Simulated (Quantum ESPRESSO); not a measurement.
# Moving one atom in AlZn2S3Cl

These are calculations, not measurements. They come from pw.x of Quantum ESPRESSO 7.5, a plane-wave density functional program, with PseudoDojo standard norm-conserving files (v0.5 for PBE, v0.4.1 for LDA and PBEsol). The cells are made up: elements, strain and atom displacements were drawn at random, and nothing was relaxed. There is no spin polarisation, spin-orbit coupling or dispersion term.

The cell has 8 sites of a zincblende or diamond lattice. Sites 1 to 4 hold Al empty Zn Zn; sites 5 to 8 hold S S Cl S. Cell vectors in Å: (5.458, 0.026, -0.061); (0.026, 5.554, -0.030); (-0.061, -0.030, 5.526). Settings: PBE, cutoff 1143 eV, 4 x 4 x 4 k mesh shifted by half a step, Fermi-Dirac smearing of 0.025 eV.

Each run shifts the Al atom on site 1 along y and leaves all else fixed. Site 5 is one of its nearest neighbours. E is the free energy of the cell above the lowest run shown. The last column is band 35 less band 34 at Gamma, from a band step after each run.

| run | shift (Å) | Fy on site 1 (eV/Å) | Fy on site 5 (eV/Å) | P (GPa) | E (meV) | level step at Gamma (eV) |
| --- | --- | --- | --- | --- | --- | --- |
| 1 | -0.1023 | -0.065 | -0.247 | -2.92 | 0.0 | 1.488 |
| 2 | -0.0714 | -0.265 | -0.204 | -3.00 | 5.1 | 1.459 |
| 3 | -0.0581 | -0.350 | -0.185 | -3.03 | 9.2 | 1.446 |
| 5 | 0.0052 | -0.759 | -0.087 | -3.15 | 44.3 | 1.378 |
| 6 | 0.0891 | -1.293 | 0.059 | -3.22 | 130.5 | 1.274 |
| 7 | 0.1367 | -1.588 | 0.150 | -3.23 | 199.1 | 1.209 |
| 4 | -0.0092 | ? | ? | ? | ? | ? |

A rerun of one of these cells at 1437 eV and k mesh 6 x 6 x 6 moved values by no more than 0.002 eV in the cell's energy, 0.02 GPa in stress and 0.002 eV/Å in force.

## Worked fit

A parabola through the six runs shown gives Fy on site 1 = -0.726 - 6.40 u + 0.7 u² eV/Å, with u in Å and a scatter of 0.002 eV/Å. Minus the slope, 6.40 ± 0.04 eV/Å², is this atom's force constant along y at u = 0, with its periodic images moving too. The fitted force does not vanish within the range. The error is the larger of the fit's own and the change that a cubic makes, rounded up.

## Withheld run

Question: what Fy on site 1 should run 4 give?

The fit gives -0.667 eV/Å. The calculation gave -0.666 eV/Å.

| run | shift (Å) | Fy on site 1 (eV/Å) | Fy on site 5 (eV/Å) | P (GPa) | E (meV) | level step at Gamma (eV) |
| --- | --- | --- | --- | --- | --- | --- |
| 4 | -0.0092 | -0.666 | -0.111 | -3.13 | 34.1 | 1.394 |